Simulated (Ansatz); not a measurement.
LiHS in space group Ama2 (No. 40; Li on 4a, S on 4b, H on 4b), r²SCAN in the plane-wave PAW code Ansatz. The conduction-band minimum lies at Γ, with 1 equivalent valley. Second derivatives d²E/dk² of the lowest band at one valley (eV·Å²), along Cartesian directions:

```
direction  d²E/dk²
---------  -------
[100]        9.681
[010]        18.31
[001]        16.97
[110]        14.00
[101]        13.33
[011]        17.59
```

Problem. Find the principal effective masses, the density-of-states mass and the conductivity mass.

Solution. Off-diagonal terms follow from H_xy = H[110] − (H_xx + H_yy)/2, and m*/mₑ = 7.620 eV·Å² over each eigenvalue: 0.42, 0.45, 0.79. One valley's DOS mass (m₁m₂m₃)^(1/3) = 0.53, conductivity mass 3/(Σ 1/mᵢ) = 0.51 mₑ.

Problem. What effective density of states Nc follows at 300 K for parabolic valleys?

Solution. Nc = 2.509e19 × 1 × (0.53)^(3/2) ≈ 9.7e18 cm⁻³.

Problem. With the computed static dielectric constant 4.93 (mean of the diagonal), estimate a hydrogenic donor's binding energy and radius.

Solution. E = 13.606 eV × 0.51/4.93² ≈ 290 meV; a = 0.529 Å × ε/m* ≈ 5.1 Å. Semilocal masses tend to be too small where the gap is.

The workflow started from an entry of the Crystallography Open Database (COD), which files this formula under 3 space groups. Its standing as an ambient phase is unchecked. The r²SCAN relaxation kept the symmetry of its start. At this level the phase is mechanically unstable.

Potentials: the later of the program's two PAW sets.
